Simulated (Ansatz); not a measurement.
Profile along the Ca–Ca line in Ca (fcc, Cu type)

Ca (fcc, Cu type)

Space group Fm-3m (No. 225); a = b = c = 5.5265 Å, α = β = γ = 90.00°

| atom | site | symmetry | x | y | z |
|---|---|---|---|---|---|
| Ca | 4a | m-3m | 0.0000 | 0.0000 | 0.0000 |
(The calculation used a cell of 1 atom; values per cell refer to that cell.)

Fields along a shortest Ca–Ca line of a {110} plane (3.91 Å), from Ca to Ca, interpolated on the slice's grid (step about 0.2 Å). All values below come from PBE (plane waves to 420 eV, PAW, scalar-relativistic; Ansatz, an electronic-structure program). k mesh 15×15×15. Near the nuclei the fields are pseudised (PAW); where an atom keeps semicore shells as valence, they peak there. Ca was relaxed with its symmetry unable to fall.

| distance from Ca (Å) | valence electron density (e/Å³) | electron localisation function |
|---|---|---|
| 0.00 | 6.94 | x |
| 0.39 | 5.03 | x |
| 0.78 | 1.18 | 0.77 |
| 1.17 | 0.14 | 0.10 |
| 1.56 | 0.06 | 0.11 |
| 1.96 | 0.05 | 0.34 |
| 2.35 | 0.06 | 0.11 |
| 2.74 | 0.14 | 0.10 |
| 3.13 | 1.18 | 0.77 |
| 3.52 | 5.03 | x |
| 3.91 | 6.94 | x |

x: too close to a nucleus for the ELF to mean much.

Density on the Ca–Ca line (3.91 Å) at its midpoint: 0.05 e/Å³. ELF at that point: 0.3.
